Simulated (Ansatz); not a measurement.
**Does this entry for Ca2Nb2O6F lie near equilibrium?**

The cell is a COD entry, atoms as given.

Space group Fd-3m:1 (No. 227); a = 10.4205 Å.

```csv
site,Wyckoff,site symmetry,x,y,z
Ca,16d,.-3m,0.1250,0.1250,0.6250
Nb,16c,.-3m,0.6250,0.6250,0.1250
O,48f,2.mm,0.3300,0.5000,0.0000
F,8b,-43m,0.0000,0.0000,0.5000
```

One atom of each set is listed; the run and its k-mesh use a cell of 22 atoms with edges of 7.37, 7.37, 7.37 Å.

Computed with Ansatz: DFT, PBE, plane waves and PAW, scalar-relativistic, 420 eV cutoff, Γ-centred 5×5×5 k-points, Fermi–Dirac smearing 0.05 eV.

(1) Do the atoms and the cell lie near the calculated equilibrium?

Answers

(1) No. The largest force is 4.2 eV/Å, on atom 10 (O: 2 Nb at 1.90 Å, angle 151°; also 2 Ca at 2.82 Å), and the pressure is 26.4 GPa. Such values can come from a cell under pressure, imprecise or misplaced coordinates, missing atoms or a wrong setting of the space group; the run alone doesn't tell which, and gradients calculated on this entry can't be taken for those of the compound at ambient conditions.
